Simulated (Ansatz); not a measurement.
Property card for Ti₃Al

Ti3Al:
```yaml
crystal:
  lattice:
    - [5.68796, 0.00000, 0.00000]
    - [-2.84398, 4.92592, 0.00000]
    - [0.00000, 0.00000, 4.60689]
  atoms:
    - { symbol: Ti, position: [0.83038, 0.66076, 0.25000] }
    - { symbol: Ti, position: [0.16962, 0.33924, 0.75000] }
    - { symbol: Ti, position: [0.16962, 0.83038, 0.75000] }
    - { symbol: Ti, position: [0.83038, 0.16962, 0.25000] }
    - { symbol: Ti, position: [0.33924, 0.16962, 0.25000] }
    - { symbol: Ti, position: [0.66076, 0.83038, 0.75000] }
    - { symbol: Al, position: [0.33333, 0.66667, 0.25000] }
    - { symbol: Al, position: [0.66667, 0.33333, 0.75000] }
```

Space group P6_3/mmc (No. 194); conventional cell a = b = 5.6880 Å, c = 4.6069 Å, α = β = 90.00°, γ = 120.00°.

Method: DFT-PBEsol in the program Ansatz with PAW potentials. The cell and atoms are relaxed at this level. Other levels are named where they apply.

Cell and energy:

| Item | Result |
|---|---|
| Volume per atom | 16.13 Å³ |
| Density | 4.39 g/cm³ |
| Formation energy from the elements (no fitted shifts) | -27 kJ/mol-atom |

Electronic structure:

| Item | Value |
|---|---|
| Electronic character | metallic (no gap) |
| Density of states at the Fermi level | 0.46 states/eV per atom (mean over ±0.08 eV) |

Mechanics:

| Property | Result |
|---|---|
| Bulk modulus (Birch–Murnaghan fit) | 122 GPa |
| Pressure derivative B′ | 3.7 |
| Elastic constants (relaxed ions, GPa) | C11 = 192, C12 = 95.7, C13 = 69.9, C33 = 241, C44 = 57.6 |
| Mechanical stability | stable (all eigenvalues of C positive) |
| Hill bulk and shear moduli | 122 and 57.6 GPa |
| Young's modulus | 149 GPa |
| Poisson's ratio | 0.30 |
| Debye temperature from the elastic constants | 476 K |

Phonons:

| Item | Value |
|---|---|
| Highest zone-centre frequency | 319 cm⁻¹ |
| Zone-centre stability | no imaginary mode at Γ |

The cell was relaxed with PBEsol under the symmetry of its start. The run is not spin-polarised. As this level gives no gap, shear constants depend on the k-mesh and smearing (Fermi–Dirac, 0.1 eV here). As this level gives no gap, phonon frequencies hold no LO–TO term and depend on the k-mesh and smearing (Fermi–Dirac, 0.1 eV here). Axis ratios of metals converge slowly with the k-mesh, so a and c are less sure than the volume. The references are the lowest solids computed at this level, not always the standard phases.

Potentials: the later of the program's two PAW sets.
